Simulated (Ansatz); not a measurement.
TiO:
```yaml
crystal:
  lattice:
    - [4.03996, 0.00000, 0.00000]
    - [0.00000, 4.03996, 0.00000]
    - [0.00000, 0.00000, 4.03996]
  atoms:
    - { symbol: Ti, position: [0.50000, 0.50000, 0.00000] }
    - { symbol: Ti, position: [0.00000, 0.50000, 0.50000] }
    - { symbol: Ti, position: [0.50000, 0.00000, 0.50000] }
    - { symbol: O, position: [0.00000, 0.50000, 0.00000] }
    - { symbol: O, position: [0.50000, 0.00000, 0.00000] }
    - { symbol: O, position: [0.00000, 0.00000, 0.50000] }
```

Relaxed with HSE06.

Give the Bader charges and basin volumes of the independent atoms, DFT-HSE06 in the program Ansatz with PAW potentials.



```tsv
atom	Bader charge (e)	Bader volume (Å³)
Ti1	+1.38	10.5
O4	-1.38	11.5
```

Space group Pm-3m. The first step of the workflow began from a Materials Project structure, measured or hypothetical; the Crystallography Open Database copy checked does not list it. COD files the formula under space group No. 12, 225. Whether it is the stable phase at ambient conditions was not checked. The cell was relaxed with HSE06 under the symmetry of its start; whether a distortion lowers the energy is not shown. The workflow began spin-polarised and lost its moments.

Potentials: the later of the program's two PAW sets.
